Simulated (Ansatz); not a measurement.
The start is a relaxed Mg3Sb2 cell with every coordinate shifted by Gaussian noise of σ = 0.3 Å. A full variable-cell relaxation at zero pressure is run with r2SCAN (plane waves to 500 eV, PAW, scalar-relativistic; Ansatz, a quantum-chemistry and plane-wave program). The first steps use a coarse 8×8×5 k-mesh.

Input geometry:
```yaml
crystal:
  lattice:
    - [4.56781, 0.00000, 0.00000]
    - [-2.28390, 3.95584, 0.00000]
    - [0.00000, 0.00000, 7.24556]
  atoms:
    - { symbol: Sb, position: [0.41637, 0.54740, 0.19415] }
    - { symbol: Sb, position: [0.72198, 0.41410, 0.76429] }
    - { symbol: Mg, position: [0.01252, 0.98440, 0.96318] }
    - { symbol: Mg, position: [0.44469, 0.67517, 0.60370] }
    - { symbol: Mg, position: [0.85290, 0.41582, 0.30945] }
```

Problem. Which atoms feel the largest initial force, and how large is it?

Solution. 3.55 eV/Å, on Sb2 (atoms numbered as listed).

Problem. By how much does the energy per atom fall from start to end?

Solution. 0.36 eV/atom.

Problem. Does it find its way back to the structure it was made from?

Solution. It relaxes back to the parent, P-3m1 (No. 164).

Final values are on a 12×12×7 k-mesh of the relaxed cell. No spin polarisation in the result.
